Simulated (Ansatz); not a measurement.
Relaxed AlN (zinc blende):

```xyz
4
Lattice="0.0000 4.3698 4.3698 2.1849 2.1849 4.3698 2.1849 2.1849 0.0000" Properties=species:S:1:pos:R:3 pbc="T T T"
N      3.2774     3.2774     3.2774
N      3.2774     5.4623     5.4623
Al     0.0000     0.0000     0.0000
Al     2.1849     4.3698     6.5547
```

A phonon eigenvector at X = (0.5, 0.5, 0.0) is frozen into this cell: atom i moves by Q times the vector below, so Q is the largest atomic displacement, in Å. The cell is held. (q is in reciprocal vectors of the primitive cell; the cell shown is doubled to hold the pattern.)

```json
[
 {"atom": "Al3", "x": "0.000", "y": "0.000", "z": "1.000"},
 {"atom": "Al4", "x": "0.000", "y": "0.000", "z": "-1.000"}
]
```

Atoms not listed stay in place.

Level of theory: r2SCAN (plane waves to 500 eV, PAW, scalar-relativistic; Ansatz, a quantum-chemistry and plane-wave program). k mesh 13×13×13 (Γ-centred), Fermi-Dirac smearing 0.05 eV. Stress and pressure are positive under compression. As the smearing reaches across the gap at some points, energies and forces of such displacements shift with the k mesh and the smearing. AlN was relaxed with its symmetry unable to fall. 

```
Q (Å)   −dE/dQ from forces (eV/Å)     P (GPa)
------  -------------------------  ----------
-0.280                 (withheld)        11.7
-0.233                     15.163         8.2
-0.187                     12.530         5.3
-0.140                      9.621         3.0
-0.093                      6.520  (withheld)
-0.047                      3.292         0.3
0.000                       0.000         0.0
0.047                      -3.292         0.3
0.093                      -6.520  (withheld)
0.140                      -9.621         3.0
0.187                     -12.530         5.3
0.233                     -15.163         8.2
0.280                  (withheld)        11.7
```

Question: Complete the blanks.

Answer: 
- -0.280, −dE/dQ from forces (eV/Å): 17.249
- -0.093, P (GPa): 1.3
- 0.093, P (GPa): 1.3
- 0.280, −dE/dQ from forces (eV/Å): -17.249

(For displaced atoms, the force is minus the slope of the energy, and its curvature is a force constant, which sets phonon frequencies.)
